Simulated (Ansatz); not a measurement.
## HfO₂: two-dimensional strain map

Theory: Ansatz, DFT r2SCAN, scalar-relativistic, plane waves, PAW. Settings: plane waves to 500 eV, k-mesh 8×8×8 (Γ-centred), Gaussian smearing 0.05 eV. Spin–orbit coupling is left out, which matters for the heavy elements here. No spin polarisation. Energies are free energies at this smearing, counted from the undisturbed cell; pressure is positive in compression.

Reference structure (relaxed at this level; this fluorite-type form isn't the usual structure):

```
CELL_PARAMETERS angstrom
0.00000 2.52916 2.52916
2.52916 0.00000 2.52916
2.52916 2.52916 0.00000
ATOMIC_POSITIONS crystal
Hf 0.00000 0.00000 0.00000
O 0.25000 0.25000 0.25000
O 0.75000 0.75000 0.75000
```

The cell is strained by p along both x and y and by q along z, fractional coordinates fixed. Points are written (p, q).

Energy above the undisturbed cell in meV/atom (a dash: not computed):

```csv
p \ q,-0.050,-0.025,0.000,0.025,0.050
-0.050,241.6,171.5,133.4,124.1,140.9
-0.025,109.8,55.7,31.5,34.2,61.3
0.000,54.4,13.1,0.0,12.1,47.0
0.025,63.7,32.5,28.0,47.3,88.0
0.050,127.7,104.2,106.2,130.8,175.5
```

Pressure in GPa:

```
 p \ q  -0.050  -0.025  0.000  0.025  0.050
-0.050    57.4    45.2   34.5   25.0   16.7
-0.025    34.2    24.1   15.3    7.5    0.7
 0.000    15.6     7.3    0.0   -6.3  -11.8
 0.025     0.8    -6.1  -12.0  -17.2  -21.6
 0.050   -10.8   -16.5  -21.4  -25.6  -29.2
```

Gap on the k-mesh in eV:

```csv
p \ q,-0.050,-0.025,0.000,0.025,0.050
-0.050,4.70,4.37,3.94,3.49,3.03
-0.025,4.26,4.50,4.25,3.86,3.43
0.000,3.81,4.14,4.30,4.10,3.74
0.025,3.37,3.71,3.97,4.10,3.92
0.050,2.96,3.30,3.59,3.78,3.89
```